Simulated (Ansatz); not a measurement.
# Ionic part of the dielectric constant of CdC₂ at 22 GPa, mode by mode

Level of theory: DFT PBEsol, scalar-relativistic, plane waves, PAW (Ansatz 0.2.0). Plane waves to 420 eV; Γ-centred k mesh 8×8×8; fixed occupations. No spin polarisation. Phonons by linear response, acoustic sum rule imposed.

The structure is tetragonal, space group I4/mmm (No. 139). The conventional cell has a = 3.555 Å, b = 3.555 Å, c = 5.529 Å, α = 90.00°, β = 90.00°, γ = 90.00°. Cd (site symmetry 4/mmm) has 2 C at 2.14 Å as nearest neighbours. Around C (site symmetry 4mm) lie 1 C at 1.25 Å.

The cell was built by swapping an element in a database structure (itself possibly hypothetical) and relaxing; it need not be the stable form of this composition.

The primitive cell has V = 34.93 Å³ and ε∞,yy = 5.855. Each polar mode adds Δε = (4.92064×10⁷/V)·S/ν² along y, with S its oscillator strength in e²/amu, ν in cm⁻¹ and V in Å³.

Question: From these modes, find each Δε and ε0,yy.
| ν (cm⁻¹) | S_yy (e²/amu) |
| --- | --- |
| 12.5 | 0.3658 |

Answer:
| ν (cm⁻¹) | Δε |
| --- | --- |
| 12.5 | 3298.42 |

The sum is 3298.424, so ε0,yy = 3304.28; the run's tensor has 3302.87.

Question: Where do the longitudinal modes lie for a wave vector along y?

Answer: At 297 cm⁻¹. The Lyddane–Sachs–Teller product Π(ν_LO/ν_TO)² = 564.35 matches ε0/ε∞ = 564.09.